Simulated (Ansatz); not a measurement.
The relaxed structure here is a generated cell of P: the first start was made by placing the elements on the sites of a structure type, and the end was not matched to a known phase here, so it may be hypothetical. Known forms of P include space group No. 64.

A relaxed cell of P (I4/mmm (No. 139)), relaxed on a k-mesh at least as fine as the one used below. Calculation: PBEsol (plane waves to 420 eV, PAW, scalar-relativistic; Ansatz, a program for electronic structure). Γ-centred k-mesh 13×13×13 on the run's cell (coarser than for final values), Fermi–Dirac smearing 0.05 eV.

```
P
1.0
   -1.71863     1.71863     2.43097
    1.71863    -1.71863     2.43097
    1.71863     1.71863    -2.43097
P
2
Cartesian
  0.00000   0.00000   3.57920
  0.00000   0.00000   1.28274
```

The atoms are displaced along an unstable phonon of this cell by (Å):

| atom | ux | uy | uz |
|---|---|---|---|
| P1 | 0.000 | 0.150 | 0.000 |
| P2 | 0.000 | -0.150 | 0.000 |

What forces (eV/Å) and pressure result?


| atom | Fx | Fy | Fz |
|---|---|---|---|
| P1 | 0.00 | -0.78 | 0.17 |
| P2 | 0.00 | 0.78 | -0.17 |

Pressure +6.4 GPa.

The undisplaced cell is probably no minimum: from this displacement the run went on to R-3m (No. 166), 0.01 eV/atom below it.

No spin polarisation in the result.
